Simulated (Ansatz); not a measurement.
Relaxation of a relaxed As cell displaced along its unstable phonon at q = (½, ½, ½) of its primitive reciprocal cell (195i cm⁻¹), largest move 0.15 Å; 2 atoms in the cell, which starts as I4/mmm (No. 139), tI4; a = b = 3.804 Å, c = 5.379 Å, α = β = γ = 90.00°. Method: PBEsol (plane waves to 420 eV, PAW, scalar-relativistic; Ansatz, a quantum-chemistry and plane-wave program). Γ-centred k-mesh 12×12×12 on the run's cell (coarser than for final values), Fermi–Dirac smearing 0.05 eV. This is the first round of the run. 

The optimiser's lines from the output (shortened; P is positive under compression):

```
relax step   1: F+E_penalty+E_count = -9625.96324865 eV  Δ(F+E_penalty+E_count) = +0.000e0 eV  max|allowed force component| = 3.983e-1 eV/Å  Δτ_max = 0.0000 Å  P = +3.908 GPa  Ω = 38.918 Å³  (7 SCF iters, dr2 threshold 1.00e-7 eV, accepted)
relax step   2: F+E_penalty+E_count = -9625.98833395 eV  Δ(F+E_penalty+E_count) = -2.509e-2 eV  max|allowed force component| = 1.158e-1 eV/Å  Δτ_max = 0.0169 Å  P = -0.652 GPa  Ω = 41.210 Å³  (6 SCF iters, dr2 threshold 2.00e-7 eV, accepted)
relax step   3: F+E_penalty+E_count = -9625.99094792 eV  Δ(F+E_penalty+E_count) = -2.614e-3 eV  max|allowed force component| = 7.721e-2 eV/Å  Δτ_max = 0.0090 Å  P = -0.094 GPa  Ω = 40.751 Å³  (5 SCF iters, dr2 threshold 2.00e-7 eV, accepted)
relax step   4: F+E_penalty+E_count = -9625.99162878 eV  Δ(F+E_penalty+E_count) = -6.809e-4 eV  max|allowed force component| = 4.814e-4 eV/Å  Δτ_max = 0.0081 Å  P = -0.013 GPa  Ω = 40.556 Å³  (4 SCF iters, dr2 threshold 2.00e-7 eV, accepted)
relax step   5: F+E_penalty+E_count = -9625.99163226 eV  Δ(F+E_penalty+E_count) = -3.472e-6 eV  max|allowed force component| = 3.403e-5 eV/Å  Δτ_max = 0.0002 Å  P = +0.002 GPa  Ω = 40.552 Å³  (4 SCF iters, dr2 threshold 3.63e-9 eV, accepted)
relax step   6: F+E_penalty+E_count = -9625.99202723 eV  Δ(F+E_penalty+E_count) = -3.950e-4 eV  max|allowed force component| = 1.901e-4 eV/Å  Δτ_max = 0.0000 Å  P = +0.009 GPa  Ω = 40.552 Å³  stress off target by 1.48e-2 GPa  SCF on the basis re-selected at this cell (its energy is not comparable with the rows above)  (7 SCF iters)
```

From the first to the last row the energy changes by -0.01 eV/atom and the volume by +4.2 %. The last row is marked as not comparable with the walk above it, whose basis was carried along; it does compare with step 1, since both stand on a basis selected at the nominal cutoff for their own cell.

Later rounds, restarted from the end of this one on a renewed k-mesh, logged 5 more steps and released under 0.01 eV/atom more. The final structure after all rounds: I4/mmm (No. 139), tI4; a = b = 3.8311 Å, c = 5.5246 Å, α = β = γ = 90.00°. Between re-selections the logged energies stand on a plane-wave basis carried along with the cell. No spin polarisation in the result.

The run could not lose the symmetry of its start, so the end can be a saddle point.

The relaxed structure here is a generated cell of As: the first start was made by placing the elements on the sites of a structure type, and the end was not matched to a known phase here, so it may be hypothetical. Known forms of As include space group No. 166.
